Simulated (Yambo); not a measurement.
**KSO2F: lowest vertical excitons**

```
KSO2F
1.0
    4.70904     0.00000     0.00000
    0.00000     5.81600     0.00000
   -2.25087     0.00000     6.78779
O F S K
4 2 2 2
Direct
  0.33454   0.53978   0.69242
  0.66546   0.46022   0.30758
  0.66546   0.03978   0.30758
  0.33454   0.96022   0.69242
  0.19105   0.25000   0.11703
  0.80895   0.75000   0.88297
  0.39945   0.75000   0.81538
  0.60055   0.25000   0.18462
  0.15647   0.75000   0.28936
  0.84353   0.25000   0.71064
```

The geometry is that of Materials Project entry mp-6560, symmetrised and not relaxed again.

BSE in Yambo on LDA (Quantum ESPRESSO, PseudoDojo norm-conserving, 84 Ry, scalar-relativistic) bands: 4×4×4 mesh, 14 valence and 10 conduction bands, static screening with 103 bands and a 3 Ry block, scissor 3.55 eV, Tamm-Dancoff; field along x.

```tsv
state	energy (eV)	states within 2 meV	relative strength	class	main transitions
1	4.80	1	< 0.01	dark	several band pairs
2	4.82	1	1.00	strong	several band pairs
3	5.01	2	< 0.01	dark	several band pairs
4	6.12	1	< 0.01	dark	several band pairs
5	6.13	1	< 0.01	dark	several band pairs
6	6.43	1	< 0.01	dark	several band pairs
7	6.44	1	< 0.01	dark	several band pairs
8	6.45	1	< 0.01	dark	several band pairs
9	6.46	1	< 0.01	dark	several band pairs
10	6.58	1	< 0.01	dark	several band pairs
```

These are vertical excitations (zero momentum). The direct quasiparticle gap on this mesh is 7.48 eV; counted from there, state 1 is bound by 2.68 eV. On a 2×2×2 mesh the same difference is 2.86 eV.

Spin singlets only. Strengths are relative to the strongest of the lowest states of this run; strong means a line over 3 % of the spectrum's maximum, dark under 0.03 %. Absolute energies carry the error of the G0W0 scissor, whose convergence isn't established; the long-wavelength screening was taken along (1,1,1) although the crystal is anisotropic.
